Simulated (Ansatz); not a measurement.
The calculation used Ansatz 0.2.0, DFT PBE, scalar-relativistic, plane waves, PAW. Settings of the last relaxation (4-atom cell): 420 eV, 10×10×10 k points, Gaussian smearing of 0.10 eV, no spin polarisation.

Formation energies are uncorrected and refer to the elements' standard structures at the same level.

Question: Give a relaxed trial structure of a cubic metal with formula Sr₃Bi, with a formation energy near −0.26 eV/atom and a density near 4.61 g/cm³, in a cell of 4 atoms. Its symmetry should be Fm-3m (No. 225).

Answer: Sr₃Bi, space group Fm-3m (No. 225). Around Sr on a site of symmetry -43m lie 4 Bi at 3.81 Å, 4 Sr at 3.81 Å and 6 Sr at 4.39 Å; Sr on a site of symmetry m-3m has 8 Sr at 3.81 Å and 6 Bi at 4.39 Å; around Bi lie 8 Sr at 3.81 Å and 6 Sr at 4.39 Å.

```
CELL_PARAMETERS angstrom
0.00000 4.39494 4.39494
4.39494 0.00000 4.39494
4.39494 4.39494 0.00000
ATOMIC_POSITIONS crystal
Sr 0.25000 0.25000 0.25000
Sr 0.75000 0.75000 0.75000
Sr 0.50000 0.50000 0.50000
Bi 0.00000 0.00000 0.00000
```

| Item | Value |
| --- | --- |
| Volume per atom | 42.45 Å³ |
| Density | 4.61 g/cm³ |
| Formation energy | −0.26 eV/atom |
| Gap on the 10×10×10 mesh of the 4-atom cell | 0 eV (a metal) |

The structure comes from a generated guess, relaxed at this level; another structure or a mixture of phases may lie lower. Other answers may fit too; this one was computed.

Spin–orbit coupling, which can matter for Bi, is left out. A structure relaxed within its symmetry needn't be a true minimum. Another cell of Sr3Bi relaxed alike, in P-6m2, lies 74 meV/atom lower, so this cell isn't the stable form at this level.
